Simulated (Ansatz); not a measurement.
Property card for GeS

GeS:
```yaml
crystal:
  lattice:
    - [4.62193, 0.00000, 0.00000]
    - [0.00000, 4.62193, 0.00000]
    - [0.00000, 0.00000, 3.97818]
  atoms:
    - { symbol: Ge, position: [0.50000, 0.00000, 0.27522] }
    - { symbol: Ge, position: [0.00000, 0.50000, 0.72478] }
    - { symbol: S, position: [0.00000, 0.00000, 0.00000] }
    - { symbol: S, position: [0.50000, 0.50000, 0.00000] }
```

Space group P4/nmm (No. 129); conventional cell a = b = 4.622 Å, c = 3.978 Å, α = β = γ = 90.00°.

Method: DFT-PBE+D3(BJ) in the program Ansatz with PAW potentials. The cell and atoms are relaxed at this level. Other levels are named where they apply.

Cell and energy:

- Volume per atom = 21.25 Å³
- Density = 4.09 g/cm³
- Formation energy from the elements (no fitted shifts) = -0.13 eV/atom

Electronic structure:

- Band gap: 0.23 eV (indirect)
- Valence-band maximum: off the standard path, at k = (0.000, 0.315, 0.289) in fractions of the reciprocal vectors
- Conduction-band minimum: off the standard path, at k = (0.198, 0.199, 0.339) in fractions of the reciprocal vectors
- Smallest direct gap on the standard path: 0.54 eV
- Electron effective mass: 0.11, 0.30, 0.70 mₑ (principal values)
- Electron effective mass with spin–orbit coupling: 0.11, 0.30, 0.70 mₑ (principal values)
- Hole effective mass: 0.23, 0.72, 0.72 mₑ (principal values)
- Hole effective mass with spin–orbit coupling: 0.23, 0.72, 0.72 mₑ (principal values)
- Gap with spin–orbit coupling: 0.23 eV

The cell is a constructed one: a structure type filled with these elements; neither database checked (COD, Materials Project) lists it. COD files the formula under space group No. 62. Its standing as an ambient phase is unchecked. Symmetry was held in the PBE+D3(BJ) relaxation; whether a distortion lowers the energy is not shown. The references are the lowest solids computed at this level, not always the standard phases. Spin–orbit coupling is left out wherever it is not named.

Potentials: the earlier of the program's two PAW sets.
